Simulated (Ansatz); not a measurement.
**Notes on La$_{3}$Ag$_{2}$**

```xyz
10
Lattice="4.5329 4.6420 0.0000 4.5329 -4.6420 0.0000 2.3943 0.0000 -8.8064" Properties=species:S:1:pos:R:3 pbc="T T T"
Ag    7.4095    2.6193   -7.3938
Ag    5.2477    2.6193   -5.8157
Ag    4.0505   -2.6193   -1.4125
Ag    6.2124   -2.6193   -2.9906
La    7.6852    0.4406   -4.5339
La    4.9720    0.4406   -8.6757
La    3.7748   -0.4406   -4.2725
La    6.4881   -0.4406   -0.1307
La    6.3286   -3.1507   -6.6048
La    5.1315    3.1507   -2.2016
```

The numbers come from plane-wave PAW DFT (Ansatz): PBE, no spin polarisation, 420 eV, 6×6×4 Γ-centred k points, fermi-dirac occupations (width 0.0256 eV). Nothing was relaxed.

Problem. Metal or insulator?

Solution. It is a metal, with about 16 states/eV a cell as the mean within 0.25 eV of the Fermi level, mostly La d (75 %).

Problem. What do density and ELF say about some of the short contacts?

Solution. Ag–Ag at 2.68 Å: least valence density 0.31 e/Å³ and ELF 0.18 there. La–Ag at 3.48 Å: least valence density 0.11 e/Å³ and ELF 0.16 there. La–La at 3.62 Å: least valence density 0.08 e/Å³ and ELF 0.05 there. Both are smooth PAW fields, read partly inside the augmentation spheres.

Problem. What does the stress say?

Solution. The pressure is -5.8 GPa (compression positive), so with the atoms held at these fractions the cell would first shrink; the forces are large, so a full relaxation may end otherwise. The principal stresses -6.6, -6.4, -4.4 GPa differ, so its shape would change too.

Problem. Where is the largest force?

Solution. The largest is on Ag1 (and as large on other atoms): 0.83 eV/Å, components (0.65, 0.05, -0.51). It makes 176° with the line to a nearest neighbour, Ag2 at 2.68 Å, pointing away from it.

Problem. What is the formation energy?

Solution. 0.06 eV an atom against the elements' usual phases (free molecules for gases, crystals otherwise, with no correction for O₂ or N₂), so at this geometry it isn't bound against them. Relaxing would lower it.

Origin: a known structure type with other elements, at an estimated volume, so it need not be a known compound. Caveats: many states at the Fermi level without spin polarisation, so a magnetic state may lie lower; f levels without a U or exact exchange are poorly placed.
